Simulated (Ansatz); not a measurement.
Cs3Bi2 in space group C2/c (No. 15; Bi on 8f, Cs on 8f, Cs on 4e), the program Ansatz at the r²SCAN level (PAW), all energies at zero smearing, with the estimated change up to a 700 eV cutoff added, with one set of potentials and settings (totals compare only within such a set). Cell of 10 atoms (4 Bi, 6 Cs): -83764.799 eV.

```csv
element,reference phase,E (eV/atom)
Bi,"R-3m, 2 atoms in the cell",-12411.0586
Cs,"Im-3m, 1 atoms in the cell",-5685.9274
```

Formation energy per atom, worked out: (-83764.799 − 4×(-12411.0586) − 6×(-5685.9274))/10 = -0.500 eV/atom (-48 kJ per mol of atoms), at 0 K, without zero-point energy or fitted corrections.

The workflow started from an entry of the Crystallography Open Database (COD, 293 K). Whether it is the stable phase at ambient conditions was not checked. The r²SCAN relaxation kept the symmetry of its start; its stability against distortions is not shown here. The references are the lowest solids computed at this level, not always the standard phases. Scalar-relativistic: spin–orbit coupling is off unless named, which matters more the heavier the elements.

Potentials: the later of the program's two PAW sets.
